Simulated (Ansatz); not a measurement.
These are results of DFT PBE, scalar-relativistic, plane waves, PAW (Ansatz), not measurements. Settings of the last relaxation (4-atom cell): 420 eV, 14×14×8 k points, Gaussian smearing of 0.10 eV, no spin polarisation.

Formation energies are uncorrected and refer to the elements' standard structures at the same level.

Problem. Find a candidate tetragonal metal with formula NbSb, with a formation energy near −0.22 eV/atom and a density near 8.49 g/cm³, in a cell of 4 atoms.

Solution. NbSb, space group P4/nmm (No. 129). Nb is surrounded by 5 Sb at 2.85–2.99 Å, 4 Nb at 3.05 Å, 1 Sb at 3.52 Å and 4 Nb at 3.59 Å; Sb is surrounded by 5 Nb at 2.85–2.99 Å, 4 Sb at 3.38 Å, 1 Nb at 3.52 Å and 4 Sb at 3.59 Å.

```cif
data_structure
_symmetry_space_group_name_H-M 'P4/nmm:1'
_symmetry_Int_Tables_number 129
_cell_length_a 3.5910
_cell_length_b 3.5910
_cell_length_c 6.5125
_cell_angle_alpha 90.000
_cell_angle_beta 90.000
_cell_angle_gamma 90.000
_cell_volume 83.98
loop_
_atom_site_label
_atom_site_type_symbol
_atom_site_symmetry_multiplicity
_atom_site_Wyckoff_symbol
_atom_site_fract_x
_atom_site_fract_y
_atom_site_fract_z
_atom_site_occupancy
Nb1 Nb 2 c 0.50000 0.00000 0.86988 1
Sb1 Sb 2 c 0.50000 0.00000 0.32931 1
```

The volume per atom is 21.00 Å³. The density is 8.49 g/cm³ and the energy over the elements is −0.22 eV/atom. The gap on the 14×14×8 mesh of the 4-atom cell is 0 eV (a metal).

It was reached by relaxing an invented guess, and it needn't be the stable form of this composition. Other answers may fit too; this one was computed.

These runs have no spin–orbit coupling, which can matter for Sb. A later test with randomly moved atoms came back to the same energy, though modes that don't fit the test's cell weren't probed.
